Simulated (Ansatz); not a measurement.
K₂NaRhF₆ (space group Fm-3m)

```
K2NaRhF6
1.0
    0.00000     4.17521     4.17521
    4.17521     0.00000     4.17521
    4.17521     4.17521     0.00000
K Na Rh F
2 1 1 6
Direct
  0.75000   0.75000   0.75000
  0.25000   0.25000   0.25000
  0.50000   0.50000   0.50000
  0.00000   0.00000   0.00000
  0.76387   0.23613   0.23613
  0.23613   0.76387   0.76387
  0.23613   0.76387   0.23613
  0.76387   0.23613   0.76387
  0.23613   0.23613   0.76387
  0.76387   0.76387   0.23613
```

The volume is varied about the relaxed value V₀ at fixed cell shape. The atoms relax within the cell's symmetry.

Level of theory: PBEsol (plane waves to 420 eV, PAW, scalar-relativistic; Ansatz, a quantum-chemistry and plane-wave program). k mesh 7×7×7 (Γ-centred), Fermi-Dirac smearing 0.05 eV. E stands for the smeared free energy. Stress and pressure are positive under compression. K2NaRhF6 is run without spin polarisation and with no Hubbard U. K2NaRhF6 was relaxed with its symmetry unable to fall. The zero of ΔE is the relaxed starting cell.

```tsv
V (Å³/atom)	ΔE (meV/atom)
13.101	26.6
13.344	17.7
13.586	10.9
13.829	withheld
14.072	2.5
14.314	0.6
14.557	0.0
14.799	0.6
15.042	2.2
15.285	4.8
15.527	8.1
15.770	12.3
16.012	17.1
```

Question: Fit a third-order Birch-Murnaghan form (E₀, V₀, B₀, B₀′ free) to the given rows and predict ΔE at V = 13.829.

Answer: Least squares on the 12 given rows: ΔE = E₀ + (9V₀B₀/16)·y²·[2 + (B₀′ − 4)y], y = (V₀/V)^(2/3) − 1, with V₀ = 14.555 Å³/atom, B₀ = 46.42 GPa (160.2 GPa = 1 eV/Å³; the term in eV is multiplied by 1000), B₀′ = 5.70, E₀ = 0.01 meV/atom; root-mean-square residual 0.02 meV/atom. At 13.829 the fit gives 5.9 meV/atom; the calculation gives 5.9 meV/atom, the same to the digits shown. For the pressure the fit gives 2.75 GPa against the computed 2.76 GPa.

(Under strain, the slope of the energy per volume gives the stress and its curvature an elastic modulus.)
